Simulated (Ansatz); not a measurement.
MgO:
```yaml
crystal:
  lattice:
    - [3.25626, 0.00000, 0.00000]
    - [-1.62813, 2.82000, 0.00000]
    - [0.00000, 0.00000, 15.48643]
  atoms:
    - { symbol: Mg, position: [0.66667, 0.33333, 0.64803] }
    - { symbol: Mg, position: [0.66667, 0.33333, 0.97924] }
    - { symbol: Mg, position: [0.33333, 0.66667, 0.81363] }
    - { symbol: Mg, position: [0.33333, 0.66667, 0.48184] }
    - { symbol: Mg, position: [0.33333, 0.66667, 0.14744] }
    - { symbol: Mg, position: [0.00000, 0.00000, 0.31364] }
    - { symbol: O, position: [0.66667, 0.33333, 0.85175] }
    - { symbol: O, position: [0.66667, 0.33333, 0.52051] }
    - { symbol: O, position: [0.33333, 0.66667, 0.01862] }
    - { symbol: O, position: [0.33333, 0.66667, 0.68615] }
    - { symbol: O, position: [0.33333, 0.66667, 0.35303] }
    - { symbol: O, position: [0.00000, 0.00000, 0.18611] }
```

Relaxed with r²SCAN.

Question: Map the electron localisation function on the plane through (0.667, 0.333, 0.648) spanned by u = [0, 0, 1] and v = [1, -1, 0] in lattice vectors, from DFT-r²SCAN in the program Ansatz with PAW potentials.

Answer: x is the fraction of u, y of v (the angle between them is 90°; rows are the nearest grid lines); atoms in the plane: Mg at (0.00, 0.00), Mg at (0.33, 0.00), Mg at (0.17, 0.67), Mg at (0.83, 0.67), Mg at (0.50, 0.67), Mg at (0.67, 0.33), O at (0.20, 0.00), O at (0.87, 0.00), O at (0.37, 0.67), O at (0.04, 0.67).
```
|1410049927914233000000000000000597299041|
|2400049958914342000000000000000598499042|
|4400038989913440000000000011000499898044|
|0145103799710003630000000367630048986000|
|3797200147400269850000001588861001563003|
|8999401102102799970100001799981011031048|
|9999504410004999980430002899991244000069|
|9549523250016972990441004893791423300279|
|9559523240016973980441004893791423300179|
|9889514430005997980440003897991344200179|
|9999504410004999970320101799991144000169|
|8998401100003899860002400489982010000058|
|4654100000001465410399830001441000000014|
|2221000000000122100699950440010000000002|
|0000000000000000001788951443000000000000|
|0000000000000000001755952324000000000000|
|0000000000000000001754952325000000000000|
|0000000111000000001699950552000011110000|
|0000002454200000000599840220000034541000|
|0000004777510000000488730000000157764000|
|0000016898710000000276520000000279986000|
|4400038989913450000011000000000599898044|
|2400048958914342000000000000000598499042|
|1410049927914233000000000000000597299041|
```
Scale: ten equal steps from 0.012 (start of '0') to 0.837 (end of '9'), in the order '0123456789'; x runs from 0.000 to 1.00, y from 0.000 (bottom) to 1.00 (top).

The density is the valence pseudo-density with augmentation charge, so density and ELF within about 1 Å of a nucleus are not all-electron values.

Space group P3m1. The first step of the workflow began from a Materials Project structure, measured or hypothetical; the Crystallography Open Database copy checked does not list it. It is not the phase usual at ambient conditions (space group No. 225). Symmetry was held in the r²SCAN relaxation; its stability against distortions is not shown here.

Potentials: the later of the program's two PAW sets.
